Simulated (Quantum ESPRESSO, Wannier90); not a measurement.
Wannier functions of InSe (C2/m)

```
begin unit_cell_cart
ang
    0.0000000000    4.1093000000    0.0000000000
   -1.7232320000    0.0000000000    4.7713520000
    5.8263950000   -2.0546500000    0.0000000000
end unit_cell_cart
begin atoms_frac
In   0.1118000000 -0.0468400000  0.2236000000
In  -0.1118000000  0.0468400000 -0.2236000000
Se   0.3390700000  0.3310400000 -0.3218600000
Se  -0.3390700000 -0.3310400000  0.3218600000
end atoms_frac
```

Structure: Materials Project mp-21405, symmetrised, not relaxed again. Not found in the COD (Crystallography Open Database) copy used, which has the formula in other groups; not checked further. Level: PBEsol, no spin polarisation, no spin-orbit coupling; pw.x of Quantum ESPRESSO at 69 Ry with PseudoDojo potentials, 8×6×8 k-points, Wannier90. Density: 8×6×8 mesh, cold smearing 0.01 Ry. The cell is built of weakly bound layers, chains or molecules, whose nearest atoms lie 3.55 Å apart. Database cells relaxed without dispersion often hold them too far apart, which can enlarge gaps and weakens couplings between them; spacing and stacking were not compared with the measured crystal. Spin-orbit coupling is left out although heavy elements are present.

A tight-binding model is made by disentanglement and projection with no localisation steps (num_iter = 0), so the 16 orbitals stay atom-like: hydrogen-like In: s;p; Se: s;p, axes along x, y, z; frozen window up to 2.61 eV relative to the valence-band maximum. It follows pw.x to 2.0 meV rms for states up to 2.1 eV relative to the valence-band maximum. Matrix elements depend on this choice of orbitals and windows.

Q: What are the on-site energies relative to the valence-band maximum, and how fast do the hoppings decay?

A: 
```tsv
atom	orbitals	energy (eV)
In1	s	-2.13
In1	pz py	3.40
In1	px	3.70
In2	s	-2.13
In2	pz py	3.40
In2	px	3.70
Se3	s	-11.09
Se3	pz	-0.75
Se3	px	-0.68
Se3	py	-0.60
Se4	s	-11.09
Se4	pz	-0.75
Se4	px	-0.68
Se4	py	-0.60
```

```csv
distance of the centres (Å),largest modulus (eV)
2–3,1.6
3–4,2.0
4–5,0.60
5–6,0.14
6–7,0.14
7–8,0.044
8–9,0.059
9–10,0.059
10–11,0.011
11–12,0.015
12–13,0.0092
```
